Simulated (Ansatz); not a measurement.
Relaxation of a generated cell, Bi placed in the trigonal-Te structure type; 3 atoms in the cell, which starts as P3₁21 (No. 152), hP3; a = 4.4287 Å, b = 4.4287 Å, c = 5.8847 Å, α = 90.00°, β = 90.00°, γ = 120.00°. All values below come from r2SCAN (plane waves to 500 eV, PAW, scalar-relativistic; Ansatz, a quantum-chemistry and plane-wave program). Γ-centred k-mesh 9×9×6 on the run's cell (coarser than for final values), Fermi–Dirac smearing 0.05 eV. This is the first round of the run. 

The optimiser's lines from the output (shortened; P is positive under compression):

```
relax step   1: F+E_penalty+E_count = -37238.69701546 eV  Δ(F+E_penalty+E_count) = +0.000e0 eV  max|allowed force component| = 2.539e0 eV/Å  Δτ_max = 0.0000 Å  P = +7.187 GPa  Ω = 99.956 Å³  (7 SCF iters, dr2 threshold 1.00e-7 eV, accepted)
relax step   2: F+E_penalty+E_count = -37239.66055484 eV  Δ(F+E_penalty+E_count) = -9.635e-1 eV  max|allowed force component| = 6.270e-1 eV/Å  Δτ_max = 0.1956 Å  P = -0.195 GPa  Ω = 104.608 Å³  (9 SCF iters, dr2 threshold 3.00e-7 eV, accepted)
relax step   3: F+E_penalty+E_count = -37239.78574238 eV  Δ(F+E_penalty+E_count) = -1.252e-1 eV  max|allowed force component| = 1.112e-1 eV/Å  Δτ_max = 0.0917 Å  P = -0.287 GPa  Ω = 103.866 Å³  (10 SCF iters, dr2 threshold 3.00e-7 eV, accepted)
relax step   4: F+E_penalty+E_count = -37239.79610394 eV  Δ(F+E_penalty+E_count) = -1.036e-2 eV  max|allowed force component| = 1.015e-3 eV/Å  Δτ_max = 0.0214 Å  P = -0.079 GPa  Ω = 103.397 Å³  (8 SCF iters, dr2 threshold 3.00e-7 eV, accepted)
relax step   5: F+E_penalty+E_count = -37239.79881272 eV  Δ(F+E_penalty+E_count) = -2.709e-3 eV  max|allowed force component| = 9.750e-2 eV/Å  Δτ_max = 0.0181 Å  P = -0.027 GPa  Ω = 103.287 Å³  (5 SCF iters, dr2 threshold 3.00e-7 eV, accepted)
relax step   6: F+E_penalty+E_count = -37239.80179137 eV  Δ(F+E_penalty+E_count) = -2.979e-3 eV  max|allowed force component| = 4.496e-4 eV/Å  Δτ_max = 0.0180 Å  P = +0.002 GPa  Ω = 103.209 Å³  (9 SCF iters, dr2 threshold 3.00e-7 eV, accepted)
relax step   7: F+E_penalty+E_count = -37239.80183954 eV  Δ(F+E_penalty+E_count) = -4.817e-5 eV  max|allowed force component| = 1.495e-4 eV/Å  Δτ_max = 0.0001 Å  P = -0.001 GPa  Ω = 103.211 Å³  (4 SCF iters, dr2 threshold 6.02e-9 eV, accepted)
relax step   8: F+E_penalty+E_count = -37239.80222052 eV  Δ(F+E_penalty+E_count) = -3.810e-4 eV  max|allowed force component| = 1.493e-4 eV/Å  Δτ_max = 0.0000 Å  P = +0.002 GPa  Ω = 103.211 Å³  stress off target by 9.67e-3 GPa  SCF on the basis re-selected at this cell (its energy is not comparable with the rows above)  (6 SCF iters)
```

From the first to the last row the energy changes by -0.37 eV/atom and the volume by +3.3 %. The last row is marked as not comparable with the walk above it, whose basis was carried along; it does compare with step 1, since both stand on a basis selected at the nominal cutoff for their own cell.

Later rounds, restarted from the end of this one on a renewed k-mesh, logged 7 more steps and released under 0.01 eV/atom more. The final structure after all rounds: Pm-3m (No. 221), cP1, simple cubic type; a = 3.2534 Å, b = 3.2534 Å, c = 3.2534 Å, α = 90.00°, β = 90.00°, γ = 90.00°. Between re-selections the logged energies stand on a plane-wave basis carried along with the cell. No spin polarisation in the result.

The run could not lose the symmetry of its start, so the end can be a saddle point.

The relaxed structure here is a generated cell of Bi: the first start was made by placing the elements on the sites of a structure type, and the end was not matched to a known phase here, so it may be hypothetical. Known forms of Bi include space group No. 166.
